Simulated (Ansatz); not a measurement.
TiAs in space group P6_3/mmc (No. 194; Ti on 4f, As on 2a, As on 2d) at seven volumes, the program Ansatz at the r²SCAN level (PAW), shape and atoms relaxed at each. One row is withheld.

| V (Å³/atom) | P (GPa) |
|---|---|
| 15.719 | 14.46 |
| 16.238 | 8.88 |
| 16.756 | 4.10 |
| 17.274 | -0.01 |
| 17.792 | -3.52 |
| 18.311 | -6.53 |
| 18.829 | ? |

Question: Fit the shown pressures and predict the withheld one.

Answer: Third-order Birch–Murnaghan: P = (3/2)B₀(x^(7/2) − x^(5/2))[1 + (3/4)(B′ − 4)(x − 1)] with x = (V₀/V)^(2/3). Least squares on the six rows gives V₀ = 17.274 Å³/atom, B₀ = 126.3 GPa, B′ = 4.10. At V = 18.829, x = 0.9442 and P = -9.13 GPa. The run itself gave -9.11 GPa.

The first step of the workflow began from a Materials Project structure, measured or hypothetical; the Crystallography Open Database files this formula in space group No. 194, but the cells were not matched. Whether it is the stable phase at ambient conditions was not checked. Symmetry was held in the r²SCAN relaxation; its stability against distortions is not shown here. The run is not spin-polarised.

Potentials: the later of the program's two PAW sets.
